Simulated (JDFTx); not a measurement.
Os(0001) slab cut from bulk Os (space group P6_3/mmc, indices of the conventional cell, lattice of the Materials Project entry mp-49, not re-optimised): 5 atoms in 5 planes, a (1×1) cell of 6.53 Å² (|a| = 2.746, |b| = 2.746 Å), 8.5 Å between the outermost planes, cell height 27.7 Å, 10×10×1 k mesh, Fermi smearing 0.01 Ha, no spin polarisation.

Adsorbate: N on both faces at 1.00 monolayer, started hollow above an atom 2.2 Å below the top plane and relaxed in vacuum, keeping the symmetry of the start.

Method: PBE, GBRV ultrasoft potentials, plane waves to 20/100 Ha, in a modified build of JDFTx. The adsorption energy per N is [E(slab + 2 N) − E(slab)]/2 − (½ E(N2)), with the gas molecules relaxed at the same level and slab energies taken as (E + F)/2, the usual estimate of zero smearing. These are electronic energies without vibrational corrections. Both faces are alike, and the cell allows no reconstruction beyond its size.

### Question
Predict the adsorption energy and the geometry, and the change of the work function.

### Answer
0.15 eV. N sits 1.22 Å above the highest substrate atom, bound to 3 Os at 2.00 Å. The work function goes from 5.28 to 7.19 eV. In CANDLE, water, 1 M NaF, at zero charge, the adsorption energy is 0.15 eV and the potential of zero charge moves from 0.51 to 2.60 V vs SHE (4.44 V convention).
